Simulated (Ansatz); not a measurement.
BaTiO$_{3}$ (cubic perovskite)

```
CELL_PARAMETERS angstrom
      3.96988     0.00000     0.00000
      0.00000     3.96988     0.00000
      0.00000     0.00000     3.96988
ATOMIC_POSITIONS crystal
  Ba 0.00000 0.00000 0.00000
  Ti 0.50000 0.50000 0.50000
  O  0.00000 0.50000 0.50000
  O  0.50000 0.50000 0.00000
  O  0.50000 0.00000 0.50000
```

The slice is a {110} plane (indices of the conventional cell) through the point (0.500, 0.000, 0.500) (fractional), spanned by u = [100] and v = [011] in vectors of this cell: u (3.97 Å) and v (5.61 Å, at 90° to u). It covers one period; positions are fractions (u, v).

The numbers are results of PBEsol (plane waves to 420 eV, PAW, scalar-relativistic; Ansatz, an electronic-structure program), not measurements. k mesh 8×8×8. These are valence fields of a PAW run, semicore shells included where kept as valence: close to a nucleus they are smooth pseudo fields. BaTiO3 is run without spin polarisation. BaTiO3 was relaxed with its symmetry unable to fall. This is a high-temperature form of BaTiO3.

Problem. Predict the map of the electron localisation function (ELF) on the slice.

Solution. 
```tsv
v \ u	0.00	0.12	0.24	0.35	0.47	0.59	0.71	0.82	0.94
0.88	0.81	0.74	0.24	0.04	0.06	0.05	0.07	0.56	0.80
0.75	0.08	0.07	0.04	0.08	0.13	0.11	0.05	0.05	0.08
0.62	0.81	0.74	0.24	0.04	0.06	0.05	0.07	0.56	0.80
0.50	x	0.79	0.66	0.07	0.01	0.02	0.31	0.81	x
0.38	0.81	0.74	0.24	0.04	0.06	0.05	0.07	0.56	0.80
0.25	0.08	0.07	0.04	0.08	0.13	0.11	0.05	0.05	0.08
0.12	0.81	0.74	0.24	0.04	0.06	0.05	0.07	0.56	0.80
0.00	x	0.79	0.66	0.07	0.01	0.02	0.31	0.81	x
```

Values: electron localisation function (ELF). Points within 0.4 Å of a nucleus are blanked (x), as the pseudised field means little there.
